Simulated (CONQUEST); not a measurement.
A self-consistent single point of BaTiO₃ (Pmm2, 5 atoms in the cell; from Materials Project mp-5986, changed as shown).

```
BaTiO3
1.0
    3.99038     0.00000     0.00000
    0.00000     3.95048     0.00000
    0.00000     0.00000     4.10266
Ba Ti O
1 1 3
Direct
  0.50000   0.50000   0.58254
  0.00000   0.00000   0.10004
  0.00000   0.50000   0.06422
  0.50000   0.00000   0.06422
  0.00000   0.00000   0.54897
```

Level of theory: PBE, numerical atomic orbitals double-zeta with polarisation (the shipped basis), PseudoDojo norm-conserving potentials made for PBE run with CONQUEST.

CONQUEST settings:

* **basis**: DZP
* **Diag.MPMeshX, Y, Z**: 6 6 6
* **potentials**: PseudoDojo norm-conserving PBE
* **Grid.GridCutoff**: 140 Ha
* **DM.SolutionMethod**: diagon
* **Diag.kT**: 0.000735 Ha
* **Diag.GammaCentred**: true
* **minE.SCTolerance**: 1.0e-06
* **SC.MaxIters**: 100
* **SC.LinearMixingFactor**: 0.5
* **SC.KerkerPreCondition**: true
* **SC.KerkerFactor**: 0.1 1/bohr
* **AtomMove.TypeOfRun**: static

Estimate, at this level of theory: gap on the k-point mesh, pressure and largest force (vector length).

The run gave:

- Gap on the k-point mesh: 1.70 eV
- Pressure: 5.28 GPa
- Largest force (vector length): 0.144 eV/Å

The gap is read on the k-point mesh of the run and can differ from the gap over the whole zone at this level.

For comparison: a first run was changed to give this one (lattice vector b scaled by 0.99), and from it to this one the free energy goes up by 4.8 meV/atom, the pressure goes from 3.51 to 5.28 GPa, the largest force moves little (0.142 to 0.144 eV/Å) and the gap on the mesh goes from 1.688 to 1.704 eV.

The program uses no crystal symmetry, so grid and mesh can part values that symmetry would make equal. The atom-centred basis is finite, which shifts total energies, pressures, gaps and forces against plane waves. The structure comes from a collection of computed structures, made at another level of theory; the collection holds predicted forms beside known ones.

Cost on one core: very roughly 3 core-minutes.
